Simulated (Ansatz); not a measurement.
A trial structure of HfMnN2 was built thus: random cell by space group and Wyckoff sites (Cmmm, No. 65). Its size is a rough estimate.

Space group Cmmm (No. 65). a = 5.478 Å, b = 5.486 Å, c = 4.042 Å, α = 90.00°, β = 90.00°, γ = 90.00°
| atom | site | symmetry | x | y | z |
| --- | --- | --- | --- | --- | --- |
| Hf | 2b | mmm | 0.5000 | 0.0000 | 0.0000 |
| Mn | 2a | mmm | 0.0000 | 0.0000 | 0.0000 |
| N | 4g | 2mm | 0.2405 | 0.0000 | 0.0000 |

The calculation used DFT PBE, scalar-relativistic, plane waves, PAW (Ansatz). Cutoff 420 eV, Gaussian smearing, Γ-centred meshes. Cell and atoms relax first on a coarse mesh and then on a finer one. In between, the cell is made exact in the group found at 0.06 Å. In metals the finer mesh still leaves noise of several meV/atom or more. The steps can't lower the symmetry of their start. Collinear spin, starting moments Mn 4.0 μB.

A guess keeps its type if space group and coordination stay and the shape of the cell changes little (axis ratios within about 15 %, angles within 6°); the volume may change.

Question: Will the relaxed cell still be of the starting type?

Answer: It doesn't keep its type. The symmetry stays Cmmm (No. 65). The volume per atom grows by 2.9 %, from 15.2 to 15.6 Å³. The shortest distance goes from 1.32 Å (Mn–N) to 1.69 Å (Mn–N). Counting neighbours within 15 % of an atom's shortest distance, the start has Hf 2, Mn 2, N 2 and the end Hf 2, Mn 2, N 1. In detail, at the end around Hf lie 2 N at 2.12 Å, 2 Mn at 2.70 Å and 2 Hf at 3.03 Å; Mn is surrounded by 2 N at 1.69 Å and 2 Hf at 2.70 Å; N is surrounded by 1 Mn at 1.69 Å and 1 Hf at 2.12 Å.

```
CELL_PARAMETERS angstrom
2.70470 -3.81099 0.00000
2.70470 3.81099 0.00000
0.00000 0.00000 3.03282
ATOMIC_POSITIONS crystal
Hf 0.50000 0.50000 0.00000
Mn 0.00000 0.00000 0.00000
N 0.77850 0.22150 0.00000
N 0.22150 0.77850 0.00000
```

The last run used collinear spin, a 10×10×16 mesh (in the run's order of axes) for its 4-atom cell and Gaussian smearing of 0.10 eV. Spin–orbit coupling, which can matter for Hf, is left out. Another magnetic order may lie lower. A structure relaxed within its symmetry needn't be a true minimum. Another cell of HfMnN2 relaxed alike, in I4/mmm, lies 1.09 eV/atom lower, so this cell isn't the stable form at this level.
